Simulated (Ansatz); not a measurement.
Input, command and steps of an Ansatz relaxation.

```yaml
crystal:
  lattice:
    - [-4.0089468148, 4.0089468148, 3.3370519677]
    - [4.0089468148, -4.0089468148, 3.3370519677]
    - [4.0089468148, 4.0089468148, -3.3370519677]
  atoms:
    - { symbol: Cs, position: [0.667, 0.167, 0.834] }
    - { symbol: Cs, position: [0.167, 0.333, 0.5] }
    - { symbol: Cs, position: [0.333, 0.833, 0.166] }
    - { symbol: Cs, position: [0.833, 0.667, 0.5] }
    - { symbol: Si, position: [0.25, 0.25, 0.0] }
    - { symbol: Si, position: [0.75, 0.75, 0.0] }
basis:
  ecutwfc: 420
kpoints:
  mp_grid: { grid: [4, 4, 4] }
hamiltonian:
  xc: pbe
scf:
  occupations: { method: gaussian, width: 0.1 }
  lower_state_search: "off"
output:
  forces: true
  stress: true
  eigenvalues: true
relax:
  adjacent_minimum: "off"
  f_tol: 0.04
  max_steps: 70
  cell: { stress_tol: 0.4 }
```

```bash
ansatz run input.yaml --threads 1 --pin off --max-ram 2560MiB --backend cpu --events-out ev --progress --plain --runs-dir out
```

These are results of Ansatz 0.2.0, DFT PBE, scalar-relativistic, plane waves, PAW, not measurements.

Of 13 frames 10 are shown, positions in Å and forces in eV/Å; the SCF threshold varies from step to step. Steps run on the plane waves of an earlier cell, with a Pulay correction in the pressure. The basis is chosen afresh for the last frame, the zero of the energies, and at times for earlier ones too; energy and pressure step there, also at an unchanged geometry. Here that happened at step 13 (-13 meV/atom, 0.2 GPa); the frames before carry an error of that size.

```xyz
6
Lattice="-4.0089 4.0089 3.3371 4.0089 -4.0089 3.3371 4.0089 4.0089 -3.3371" Properties=species:S:1:pos:R:3:forces:R:3 pbc="T T T" step=1 free_energy_over_end_meV_per_atom=260.48 pressure_GPa=5.54
Cs    1.3390    5.3479    0.0000   -0.0899   -0.0899    0.0000
Cs    2.6700    1.3390    0.0000    0.0899   -0.0899    0.0000
Cs    2.6700   -1.3390    3.3371    0.0899    0.0899    0.0000
Cs    1.3390    2.6700    3.3371   -0.0899    0.0899    0.0000
Si    0.0000    0.0000    1.6685    0.0000    0.0000    0.0000
Si    0.0000    0.0000    5.0056    0.0000    0.0000    0.0000
6
Lattice="-4.2050 4.2050 3.4029 4.2050 -4.2050 3.4029 4.2050 4.2050 -3.4029" Properties=species:S:1:pos:R:3:forces:R:3 pbc="T T T" step=2 free_energy_over_end_meV_per_atom=140.50 pressure_GPa=2.71
Cs    1.4011    5.6061    0.0000   -0.0224   -0.0224    0.0000
Cs    2.8039    1.4011    0.0000    0.0224   -0.0224    0.0000
Cs    2.8039   -1.4011    3.4029    0.0224    0.0224    0.0000
Cs    1.4011    2.8039    3.4029   -0.0224    0.0224    0.0000
Si    0.0000    0.0000    1.7015    0.0000    0.0000    0.0000
Si    0.0000    0.0000    5.1044    0.0000    0.0000    0.0000
6
Lattice="-4.5660 4.5660 3.4119 4.5660 -4.5660 3.4119 4.5660 4.5660 -3.4119" Properties=species:S:1:pos:R:3:forces:R:3 pbc="T T T" step=4 free_energy_over_end_meV_per_atom=65.07 pressure_GPa=0.16
Cs    1.5685    6.1345    0.0000    0.0239    0.0239    0.0000
Cs    2.9975    1.5685    0.0000   -0.0239    0.0239    0.0000
Cs    2.9975   -1.5685    3.4119   -0.0239   -0.0239    0.0000
Cs    1.5685    2.9975    3.4119    0.0239   -0.0239    0.0000
Si    0.0000    0.0000    1.7060    0.0000    0.0000    0.0000
Si    0.0000    0.0000    5.1179    0.0000    0.0000    0.0000
6
Lattice="-4.6470 4.6470 3.3791 4.6470 -4.6470 3.3791 4.6470 4.6470 -3.3791" Properties=species:S:1:pos:R:3:forces:R:3 pbc="T T T" step=5 free_energy_over_end_meV_per_atom=61.24 pressure_GPa=-0.05
Cs    1.6320    6.2790    0.0000    0.0001    0.0001    0.0000
Cs    3.0150    1.6320    0.0000   -0.0001    0.0001    0.0000
Cs    3.0150   -1.6320    3.3791   -0.0001   -0.0001    0.0000
Cs    1.6320    3.0150    3.3791    0.0001   -0.0001    0.0000
Si    0.0000    0.0000    1.6896    0.0000    0.0000    0.0000
Si    0.0000    0.0000    5.0687    0.0000    0.0000    0.0000
6
Lattice="-4.7320 4.7320 3.3047 4.7320 -4.7320 3.3047 4.7320 4.7320 -3.3047" Properties=species:S:1:pos:R:3:forces:R:3 pbc="T T T" step=6 free_energy_over_end_meV_per_atom=58.48 pressure_GPa=-0.22
Cs    1.6785    6.4105    0.0000   -0.0254   -0.0254    0.0000
Cs    3.0535    1.6785    0.0000    0.0254   -0.0254    0.0000
Cs    3.0535   -1.6785    3.3047    0.0254    0.0254    0.0000
Cs    1.6785    3.0535    3.3047   -0.0254    0.0254    0.0000
Si    0.0000    0.0000    1.6523    0.0000    0.0000    0.0000
Si    0.0000    0.0000    4.9570    0.0000    0.0000    0.0000
6
Lattice="-4.9527 4.9527 2.9799 4.9527 -4.9527 2.9799 4.9527 4.9527 -2.9799" Properties=species:S:1:pos:R:3:forces:R:3 pbc="T T T" step=8 free_energy_over_end_meV_per_atom=34.55 pressure_GPa=-0.35
Cs    1.6872    6.6398    0.0000   -0.0524   -0.0524    0.0000
Cs    3.2655    1.6872    0.0000    0.0524   -0.0524    0.0000
Cs    3.2655   -1.6872    2.9799    0.0524    0.0524    0.0000
Cs    1.6872    3.2655    2.9799   -0.0524    0.0524    0.0000
Si    0.0000    0.0000    1.4900    0.0000    0.0000    0.0000
Si    0.0000    0.0000    4.4699    0.0000    0.0000    0.0000
6
Lattice="-5.0405 5.0405 2.8174 5.0405 -5.0405 2.8174 5.0405 5.0405 -2.8174" Properties=species:S:1:pos:R:3:forces:R:3 pbc="T T T" step=9 free_energy_over_end_meV_per_atom=18.69 pressure_GPa=-0.12
Cs    1.6782    6.7187    0.0000   -0.0385   -0.0385    0.0000
Cs    3.3623    1.6782    0.0000    0.0385   -0.0385    0.0000
Cs    3.3623   -1.6782    2.8174    0.0385    0.0385    0.0000
Cs    1.6782    3.3623    2.8174   -0.0385    0.0385    0.0000
Si    0.0000    0.0000    1.4087    0.0000    0.0000    0.0000
Si    0.0000    0.0000    4.2261    0.0000    0.0000    0.0000
6
Lattice="-5.1328 5.1328 2.6576 5.1328 -5.1328 2.6576 5.1328 5.1328 -2.6576" Properties=species:S:1:pos:R:3:forces:R:3 pbc="T T T" step=10 free_energy_over_end_meV_per_atom=14.52 pressure_GPa=0.16
Cs    1.6532    6.7860    0.0000    0.0396    0.0396    0.0000
Cs    3.4797    1.6532    0.0000   -0.0396    0.0396    0.0000
Cs    3.4797   -1.6532    2.6576   -0.0396   -0.0396    0.0000
Cs    1.6532    3.4797    2.6576    0.0396   -0.0396    0.0000
Si    0.0000    0.0000    1.3288    0.0000    0.0000    0.0000
Si    0.0000    0.0000    3.9864    0.0000    0.0000    0.0000
6
Lattice="-5.1397 5.1397 2.6988 5.1397 -5.1397 2.6988 5.1397 5.1397 -2.6988" Properties=species:S:1:pos:R:3:forces:R:3 pbc="T T T" step=12 free_energy_over_end_meV_per_atom=13.23 pressure_GPa=0.03
Cs    1.6785    6.8182    0.0000   -0.0051   -0.0051    0.0000
Cs    3.4611    1.6785    0.0000    0.0051   -0.0051    0.0000
Cs    3.4611   -1.6785    2.6988    0.0051    0.0051    0.0000
Cs    1.6785    3.4611    2.6988   -0.0051    0.0051    0.0000
Si    0.0000    0.0000    1.3494    0.0000    0.0000    0.0000
Si    0.0000    0.0000    4.0482    0.0000    0.0000    0.0000
6
Lattice="-5.1397 5.1397 2.6988 5.1397 -5.1397 2.6988 5.1397 5.1397 -2.6988" Properties=species:S:1:pos:R:3:forces:R:3 pbc="T T T" step=13 free_energy_over_end_meV_per_atom=0.00 pressure_GPa=0.26
Cs    1.6785    6.8182    0.0000   -0.0044   -0.0044    0.0000
Cs    3.4611    1.6785    0.0000    0.0044   -0.0044    0.0000
Cs    3.4611   -1.6785    2.6988    0.0044    0.0044    0.0000
Cs    1.6785    3.4611    2.6988   -0.0044    0.0044    0.0000
Si    0.0000    0.0000    1.3494    0.0000    0.0000    0.0000
Si    0.0000    0.0000    4.0482    0.0000    0.0000    0.0000
```

The start puts this composition into another compound's structure type, which needn't suit it. The cell swells from 35.8 to 47.5 Å³ an atom, so the end can be far from any stable crystal. At the end the space group is I4/mcm (tolerance 0.05 Å).

Time: 97 s on 1 thread of Arm Neoverse V1 (shared host), peak memory 0.51 GiB.

The k mesh is coarse.